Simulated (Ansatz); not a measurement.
### Question
Si2Ni (fluorite or antifluorite type, Fm-3m) is relaxed with LDA in the plane-wave PAW code Ansatz. What lattice parameters of the conventional cell result?

### Answer
a = 5.348 Å.

### Question
Is it a metal or does it have a gap at this level?

### Answer
No gap at this level.

The LDA relaxation kept the symmetry of its start; of distortions, only those at the zone centre were tested. The run is not spin-polarised.

Potentials: the earlier of the program's two PAW sets.
